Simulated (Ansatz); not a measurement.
ZnS (zinc blende)

```
CELL_PARAMETERS angstrom
      0.00000     2.67846     2.67846
      2.67846     0.00000     2.67846
      2.67846     2.67846     0.00000
ATOMIC_POSITIONS crystal
  S  0.75000 0.75000 0.75000
  Zn 0.00000 0.00000 0.00000
```

The slice is a {110} plane (indices of the conventional cell) through the point (0.000, 0.000, 0.000) (fractional), spanned by u = [100] and v = [1 -1 -1] in vectors of this cell: u (3.79 Å) and v (5.36 Å, at 90° to u). It covers one period; positions are fractions (u, v).

Level of theory: PBEsol (plane waves to 420 eV, PAW, scalar-relativistic; Ansatz, a first-principles code). k mesh 11×11×11. Near the nuclei the fields are pseudised (PAW); where an atom keeps semicore shells as valence, they peak there. The PAW data are Ansatz's earlier set. ZnS was relaxed with its symmetry unable to fall.

Around which element is the density of the highest valence band (whole band, smooth part) largest on this plane?

S. Mean over a disc round each atom, of radius 0.45 times the shortest bond: S 0.205, Zn 0.016 e/Å³.

What is the valence density on the shortest S–Zn line in this plane (2.32 Å), at its minimum between the atoms?

0.50 e/Å³.

The ELF has a maximum in the middle third of the S–Zn line. Where, and how high?

0.89, 0.9 Å from S.

Predict the map of the electron localisation function (ELF) on the slice.


```
|xx ..:::::.. x|
|  ....   .... |
|.....     ....|
|....       ...|
|...         ..|
|              |
|              |
|              |
|     .:::.    |
|    :=+*+=:   |
|   :+#%%%#+:  |
|  :+#%@@@%#+: |
| .-#%%#*#%%#-.|
| .+%@#xxx#@%+.|
|.:+%@#xxx#@%+:|
|..-%@@xxx@@%-.|
|..:+@@%*%@@+:.|
|  .:*@@@@@*:. |
|xx .-#%%%#-. x|
|xx .:=+*+=:. x|
```
Scale: ten equal steps from 0.01 (start of ' ') to 0.89 (end of '@'), in the order ' .:-=+*#%@'. Values: electron localisation function (ELF). The map has 14 points along u (one character each, u = 0 at the left) and 20 along v (v = 0 in the bottom row). Points within 0.5 Å of a nucleus are blanked (x), as the pseudised field means little there.
